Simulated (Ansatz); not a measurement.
## TaCr$_{2}$Co$_{3}$, a known structure type with other elements, at an estimated volume

```
Ta Co Cr
1.0
     2.57812    4.46544    0.00000
    -2.57812    4.46544    0.00000
     0.00000    0.00000    3.22650
Ta Co Cr
1 3 2
Direct
  0.00000 0.00000 0.00000
  0.50000 0.50000 0.50000
  0.50000 0.00000 0.50000
  0.00000 0.50000 0.50000
  0.33330 0.33340 0.00000
  0.66660 0.66670 0.00000
```

The numbers come from plane-wave PAW DFT (Ansatz): PBE, no spin polarisation, 420 eV, 8×8×10 Γ-centred k points, fermi-dirac occupations (width 0.0778 eV). Nothing was relaxed.

Task: What is the formation energy?

Result: 0.60 eV an atom against the elements' usual phases (free molecules for gases, crystals otherwise, with no correction for O₂ or N₂), so at this geometry it isn't bound against them. Relaxing would lower it.

Task: Is there a gap?

Result: It is a metal, with about 9.7 states/eV a cell as the mean within 0.25 eV of the Fermi level, mostly Cr d (48 %) and Co d (37 %).

Task: What do density and ELF say about some of the short contacts?

Result: Co–Cr at 2.19 Å: least valence density 0.57 e/Å³ and ELF 0.22 there. Co–Co at 2.58 Å: least valence density 0.35 e/Å³ and ELF 0.35 there. Ta–Cr at 2.98 Å: least valence density 0.23 e/Å³ and ELF 0.31 there. These are pseudo-fields; inside the PAW spheres they differ from the all-electron ones.

Task: Which element gives electrons and which takes them?

Result: Bader charges in e: Ta +1.00, Cr +0.39, Co -0.59. In the mean Ta gives up most and Co takes most.

Task: What does the stress say?

Result: The pressure is 12.4 GPa (compression positive), so with the atoms held at these fractions the cell would first expand. The principal stresses -1.7, -1.7, 40.7 GPa differ, so its shape would change too.

Origin: a known structure type with other elements, at an estimated volume, so it need not be a known compound. Caveats: no spin polarisation, so a magnetic state may lie lower.
